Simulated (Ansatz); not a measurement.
Starting cell, ScPt₃ (Cu3Au type):

```xyz
8
Lattice="7.8448 0.0000 0.0000 3.9224 3.9224 0.0000 3.9224 0.0000 3.9224" Properties=species:S:1:pos:R:3 pbc="T T T"
Sc     0.0000     0.0000     0.0000
Sc     3.9224     0.0000     0.0000
Pt     9.8060     1.9612     0.0000
Pt     5.8836     1.9612     0.0000
Pt     7.8448     1.9612     1.9612
Pt    11.7672     1.9612     1.9612
Pt     9.8060     0.0000     1.9612
Pt     5.8836     0.0000     1.9612
```

The atoms are displaced by Q × the pattern below (from a DFPT mode at R = (0.5, 0.5, 0.5), largest move 1; Q in Å), at fixed cell. It is one choice among 3 degenerate patterns. (q is in reciprocal vectors of the primitive cell; the cell shown is doubled to hold the pattern.)

```json
[
 {"atom": "Sc1", "x": "0.000", "y": "0.000", "z": "-1.000"},
 {"atom": "Sc2", "x": "0.000", "y": "0.000", "z": "1.000"},
 {"atom": "Pt5", "x": "0.000", "y": "0.174", "z": "0.000"},
 {"atom": "Pt6", "x": "0.000", "y": "-0.174", "z": "0.000"},
 {"atom": "Pt7", "x": "0.174", "y": "0.000", "z": "0.000"},
 {"atom": "Pt8", "x": "-0.174", "y": "0.000", "z": "0.000"}
]
```

Atoms not listed stay in place.

Method: LDA (plane waves to 420 eV, PAW, scalar-relativistic; Ansatz, a quantum-chemistry and plane-wave program). k mesh 12×12×12 (Γ-centred), Fermi-Dirac smearing 0.05 eV. The energy includes the smearing's −TS. With partly filled bands, energies and forces of such displacements shift with the k mesh and the smearing. ScPt3 is run without spin polarisation. ScPt3 was relaxed with its symmetry unable to fall. Spin-orbit coupling is left out, though Pt is heavy. The zero of ΔE is the undisplaced structure.

```tsv
Q (Å)	ΔE (meV/cell)
-0.100	124
-0.067	55
-0.033	14
0.000	0
0.033	14
0.067	55
0.100	124
```

Problem. Which DFPT wavenumber at R = (0.5, 0.5, 0.5) belongs to this mode?
A. 242 cm⁻¹
B. 204 cm⁻¹
C. 92 cm⁻¹

Solution. A, 242 cm⁻¹. The curvature of the scan gives 242 cm⁻¹

(For displaced atoms, the force is minus the slope of the energy, and its curvature is a force constant, which sets phonon frequencies.)
